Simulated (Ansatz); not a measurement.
## Calculated electric field gradients for Sr₃AlN₃

The cell is a Materials Project structure (computed, not necessarily an observed phase).

Space group P6_3/m (No. 176); a = 7.6614, c = 5.3959 Å, γ = 120.00°.

| site | Wyckoff | site symmetry | x | y | z |
| --- | --- | --- | --- | --- | --- |
| Sr | 6h | m.. | 0.9278 | 0.6406 | 0.2500 |
| Al | 2c | -6.. | 0.6667 | 0.3333 | 0.7500 |
| N | 6h | m.. | 0.8939 | 0.5895 | 0.7500 |

One atom of each set is listed.

Level of theory: DFT, r2SCAN, plane waves and PAW, scalar-relativistic, 500 eV cutoff, Γ-centred 4×4×5 k-points, Fermi–Dirac smearing 0.02 eV (Ansatz 0.2.0).

C_Q = eQV_zz/h, which is 24.18 MHz for Q = 1 b and V_zz = 10²¹ V/m²; η = (V_xx − V_yy)/V_zz. ν_Q = 3|C_Q|/[2I(2I − 1)].

⁸⁷Sr: I = 9/2, Q = 305.0 mb; Al-27: I = 5/2, Q = 146.6 mb; 14N: I = 1, Q = 20.44 mb. Quadrupole moments are those of Pyykkö's year-2017 table.

Task: Give the quadrupolar parameters of the distinct sites.

Result: 

| site | atoms | first shell | C_Q (MHz) | η | ν_Q (MHz) |
| --- | --- | --- | --- | --- | --- |
| Sr | 6 | 5 N at 2.55–2.83 Å | 85.0 | 0.03 | 3.54 |
| Al | 2 | 3 N at 1.86 Å | 23.8 | 0.00 | 3.58 |
| N | 6 | 1 Al at 1.86 Å; also 5 Sr at 2.55–2.83 Å | -1.07 | 0.32 | 1.60 |

An axis of threefold or higher order runs through Al, so V_zz lies along it and η is zero.

Without spin–orbit coupling (the program notes it for Sr) the gradients can shift somewhat, as the gap is small. With these PAW files V_zz is typically within 2 to 3 % of all-electron values, but misses above 10 % occur on Al.

Hardware: 1 thread of Intel Xeon Platinum 8259CL CPU @ 2.50GHz (Skylake/Cascade Lake) (x86_64; 4 cores open to the job, memory cap 2.5 GiB, no GPU), a shared host with a load of 0.6 a core. Wall time 38 s, CPU time 38 s, peak memory 1.3 GiB.
